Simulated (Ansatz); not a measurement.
# Ba3PbO: one atom moved over a plane

Level of theory: Ansatz, DFT PBEsol, scalar-relativistic, plane waves, PAW. The runs took a 420 eV cutoff, a Γ-centred 10×10×10 mesh and Gaussian smearing (0.15 eV). Spin–orbit coupling is left out, which can shift energies with elements as heavy as these. No spin polarisation. Energies are free energies at this smearing, counted from the undisturbed cell; pressure is positive in compression.

Reference structure (as given, not relaxed at this level; it stands at -0.9 GPa, and it needn't be the usual structure):

```xyz
5
Lattice="5.4590 0.0000 0.0000 0.0000 5.4590 0.0000 0.0000 0.0000 5.4590" Properties=species:S:1:pos:R:3 pbc="T T T"
Ba    0.0000    2.7295    2.7295
Ba    2.7295    0.0000    2.7295
Ba    2.7295    2.7295    0.0000
Pb    0.0000    0.0000    0.0000
O     2.7295    2.7295    2.7295
```

Atom 5 (O) is moved by p along (0.707, 0.707, 0.000) and q along (0.000, 0.000, 1.000) (Å), all else fixed. Points are written (p, q).

Energy above the undisturbed cell in eV/cell (a dash: not computed):

| p \ q | -0.200 | -0.100 | 0.000 | 0.100 | 0.200 |
| --- | --- | --- | --- | --- | --- |
| -0.200 | 0.05 | ? | 0.03 | ? | 0.05 |
| -0.100 | ? | 0.01 | 0.01 | 0.01 | ? |
| 0.000 | 0.03 | 0.01 | 0.00 | 0.01 | 0.03 |
| 0.100 | ? | 0.01 | 0.01 | 0.01 | ? |
| 0.200 | 0.05 | ? | 0.03 | ? | 0.05 |

(1) Fill in the withheld energies.

Answers

(1) (-0.200, -0.100): 0.03; (-0.200, 0.100): 0.03; (-0.100, -0.200): 0.03; (-0.100, 0.200): 0.03; (0.100, -0.200): 0.03; (0.100, 0.200): 0.03; (0.200, -0.100): 0.03; (0.200, 0.100): 0.03.